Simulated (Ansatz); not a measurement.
The guess for MgSi3N was made by a generator: random cell by space group and Wyckoff sites (Cmmm, No. 65). The dimensions are guesses.

```cif
data_structure
_symmetry_space_group_name_H-M 'P 1'
_symmetry_Int_Tables_number 1
_cell_length_a 4.1188
_cell_length_b 4.1188
_cell_length_c 4.5969
_cell_angle_alpha 90.000
_cell_angle_beta 90.000
_cell_angle_gamma 99.315
_cell_volume 76.96
loop_
_atom_site_label
_atom_site_type_symbol
_atom_site_fract_x
_atom_site_fract_y
_atom_site_fract_z
_atom_site_occupancy
Mg1 Mg 0.00000 0.00000 0.50000 1
Si1 Si 0.74902 0.25098 0.00000 1
Si2 Si 0.25098 0.74902 0.00000 1
Si3 Si 0.00000 0.00000 0.00000 1
N1 N 0.50000 0.50000 0.00000 1
```

These are results of Ansatz, DFT PBE, scalar-relativistic, plane waves, PAW, not measurements. Cutoff 420 eV, Gaussian smearing, Γ-centred meshes. Cell and atoms relax first on a coarse mesh and then on a finer one. In between, the cell is made exact in the group found at 0.06 Å. In metals the finer mesh still leaves noise of several meV/atom or more. The steps can't lower the symmetry of their start. No spin polarisation in the relaxation; trial moments died out in a coarse test.

A guess keeps its type if space group and coordination stay and the shape of the cell changes little (axis ratios within about 15 %, angles within 6°); the volume may change.

Q: Does this structure survive the relaxation?

A: It doesn't keep its type. The symmetry stays Cmmm (No. 65). The volume per atom grows by 28.9 %, from 15.4 to 19.8 Å³. The shortest distance goes from 1.56 Å (Si–N) to 1.73 Å (Si–N). Counting neighbours within 15 % of an atom's shortest distance, the start has Mg 2, N 2, Si 2 and the end Mg 2, N 2, Si 1/6. In detail, at the end Mg has 2 Si at 2.58 Å; Si on a site of symmetry m2m has 1 N at 1.73 Å, 3 Si at 2.39–2.42 Å and 2 Si at 2.90 Å; around N lie 2 Si at 1.73 Å and 2 Si at 2.32 Å; 1 more site not described.

```xyz
5
Lattice="2.3247 -4.1265 0.0000 2.3247 4.1265 0.0000 0.0000 0.0000 5.1690" Properties=species:S:1:pos:R:3 pbc="T T T"
Mg    0.0000    0.0000    2.5845
Si    2.3247   -1.7323    0.0000
Si    2.3247    1.7323    0.0000
Si    0.0000    0.0000    0.0000
N     2.3247    0.0000    0.0000
```

The last run used a 10×10×8 mesh (in the run's order of axes) for its 5-atom cell and Gaussian smearing of 0.10 eV. A structure relaxed within its symmetry needn't be a true minimum. Another cell of MgSi3N relaxed alike, in Pm, lies 0.53 eV/atom lower, so this cell isn't the stable form at this level.

In counts of neighbours, a slash parts the counts of unlike sites.
